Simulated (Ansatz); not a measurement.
Relaxed-ion elastic tensor of TiN (rock salt, Fm-3m) in GPa (Voigt order), the program Ansatz at the PBEsol level (PAW); density 5.53 g/cm³, 9.29 Å³ per atom.

|  | 1 | 2 | 3 | 4 | 5 | 6 |
|---|---|---|---|---|---|---|
| 1 | 643 | 129 | 129 | 0.0 | 0.0 | 0.0 |
| 2 | 129 | 643 | 129 | 0.0 | 0.0 | 0.0 |
| 3 | 129 | 129 | 643 | 0.0 | 0.0 | 0.0 |
| 4 | 0.0 | 0.0 | 0.0 | 172 | 0.0 | 0.0 |
| 5 | 0.0 | 0.0 | 0.0 | 0.0 | 172 | 0.0 |
| 6 | 0.0 | 0.0 | 0.0 | 0.0 | 0.0 | 172 |

### Question
Is the crystal mechanically stable?

### Answer
Yes: the smallest eigenvalue of C is 172 GPa.

### Question
Work out the Voigt, Reuss and Hill averages.

### Answer
K_V = 300, K_R = 300, K_H = 300; G_V = 206, G_R = 198, G_H = 202 GPa.

### Question
Give Young's modulus, Poisson's ratio, Pugh's ratio and the universal anisotropy index.

### Answer
E = 9KG/(3K + G) = 495 GPa; ν = 0.23; K/G = 1.49 (brittle by the Pugh limit of 1.75); A_U = 5G_V/G_R + K_V/K_R − 6 = 0.20.

### Question
Estimate the sound speeds and the Debye temperature.

### Answer
v_l = √((K + 4G/3)/ρ) = 10100 m/s, v_t = √(G/ρ) = 6040 m/s, mean 6690 m/s; Θ = (h/k)(3n/4πV)^(1/3) v_m = 948 K.

### Question
Give the Zener ratio and Young's modulus along [100], [110] and [111].

### Answer
A = 2C44/(C11 − C12) = 0.67; 1/E = S11 − 2(S11 − S12 − S44/2)Γ with Γ = 0, 1/4, 1/3 gives 600, 465, 433 GPa.

The PBEsol relaxation kept the symmetry of its start; of distortions, only those at the zone centre were tested. The run is not spin-polarised. The volume moved by -21 % from the start of the relaxation. With an odd number of electrons in the cell and no spin polarisation, the count alone makes it a metal. As this level gives no gap, shear constants depend on the k-mesh and smearing (Fermi–Dirac, 0.1 eV here).

Potentials: the later of the program's two PAW sets.
